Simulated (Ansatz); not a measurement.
The relaxed structure here is a generated cell of Cr: the first start was made by a random draw of sites in a space group, and the end was not matched to a known phase here, so it may be hypothetical. Known forms of Cr include space group No. 229.

One stationary structure of Cr. Space group Cmmm (No. 65). Computed with PBE (plane waves to 420 eV, PAW, scalar-relativistic; Ansatz, a quantum-chemistry and plane-wave program).

```xyz
1
Lattice="1.3358 -2.0434 0.0000 1.3358 2.0434 0.0000 0.0000 0.0000 2.2565" Properties=species:S:1:pos:R:3 pbc="T T T"
Cr     1.3358     0.0000     1.1282
```

Question: What is the computed magnetic moment (PBE)?

Answer: Zero (the starting moments vanished).

No spin polarisation in the result: the starting moments vanished. A magnetic state may lie lower.

The run could not lower the symmetry of its start; a shaken copy of this end point relaxes with PBE to Im-3m (No. 229), 0.74 eV/atom lower.
